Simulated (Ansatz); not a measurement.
The cell of CuNiC₄N₄ is invented: two interpenetrating cyanide-bridged diamond nets (P-43m, No. 215). The dimensions are guesses.

```cif
data_structure
_symmetry_space_group_name_H-M 'P-43m'
_symmetry_Int_Tables_number 215
_cell_length_a 5.8826
_cell_length_b 5.8826
_cell_length_c 5.8826
_cell_angle_alpha 90.000
_cell_angle_beta 90.000
_cell_angle_gamma 90.000
_cell_volume 203.57
loop_
_atom_site_label
_atom_site_type_symbol
_atom_site_symmetry_multiplicity
_atom_site_Wyckoff_symbol
_atom_site_fract_x
_atom_site_fract_y
_atom_site_fract_z
_atom_site_occupancy
Cu1 Cu 1 b 0.50000 0.50000 0.50000 1
Ni1 Ni 1 a 0.00000 0.00000 0.00000 1
C1 C 4 e 0.18814 0.18814 0.18814 1
N1 N 4 e 0.30297 0.30297 0.30297 1
```

Level of theory: DFT PBE, scalar-relativistic, plane waves, PAW in Ansatz 0.2.0. Cutoff 420 eV, Gaussian smearing, Γ-centred meshes. Cell and atoms relax on a converged mesh. The steps can't lower the symmetry of their start. Collinear spin, starting moments Cu 1.0; Ni 2.0 μB.

A guess keeps its type if space group and coordination stay and the shape of the cell changes little (axis ratios within about 15 %, angles within 6°); the volume may change.

Task: Will the relaxed cell still be of the starting type?

Result: It keeps its type. The symmetry stays P-43m (No. 215). The volume per atom shrinks by 4.9 %, from 20.4 to 19.4 Å³. The shortest distance stays 1.17 Å (C–N). Counting neighbours within 15 % of an atom's shortest distance, the start has C 1, Cu 4, N 1, Ni 4 and the end C 1, Cu 4, N 1, Ni 4.

Formation energies are uncorrected and refer to the elements' standard structures at the same level (N₂ as a molecule).

Task: At what energy does it end?

Result: +0.596 eV/atom. A positive value: parting into the elements would lower its energy.

The last run used collinear spin, a 6×6×6 mesh for its 10-atom cell and Gaussian smearing of 0.01 eV. The reference form of C is held partly by dispersion forces, which this level lacks. The magnetic state reached may not be the lowest. Symmetry constrained the relaxation, so the result can be a saddle point.
